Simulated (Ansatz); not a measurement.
Theory: Ansatz 0.2.0, DFT PBE, scalar-relativistic, plane waves, PAW. All cells share a 420 eV cutoff and Γ-centred k meshes spaced at most about 0.3 Å⁻¹ (about 0.25 or finer for metals, 2π included). No spin polarisation in the final relaxations.

These are static total energies at zero pressure. All come from trial cells, and lower structures may exist.

**Question.** These unrelaxed guesses for Ba3SiS are each relaxed within their symmetry. Order them by the energy at which they end, lowest first.
A.

Space group Pm-3m (No. 221). a = 5.504 Å, b = 5.504 Å, c = 5.504 Å, α = 90.00°, β = 90.00°, γ = 90.00°
| atom | site | symmetry | x | y | z |
| --- | --- | --- | --- | --- | --- |
| Ba | 3c | 4/mm.m | 0.5000 | 0.5000 | 0.0000 |
| Si | 1a | m-3m | 0.0000 | 0.0000 | 0.0000 |
| S | 1b | m-3m | 0.5000 | 0.5000 | 0.5000 |

B.

Space group Pm-3m (No. 221). a = 5.507 Å, b = 5.507 Å, c = 5.507 Å, α = 90.00°, β = 90.00°, γ = 90.00°
| atom | site | symmetry | x | y | z |
| --- | --- | --- | --- | --- | --- |
| Ba | 3c | 4/mm.m | 0.5000 | 0.0000 | 0.5000 |
| Si | 1b | m-3m | 0.5000 | 0.5000 | 0.5000 |
| S | 1a | m-3m | 0.0000 | 0.0000 | 0.0000 |

**Answer.** A (ends in Pm-3m, antiperovskite type, 0 meV/atom), B (ends in Pm-3m, antiperovskite type, 0.34 eV/atom).

Cells relaxed within their symmetry can be saddle points. Some candidate types were left out of the draw beforehand, so a known form may be missing.
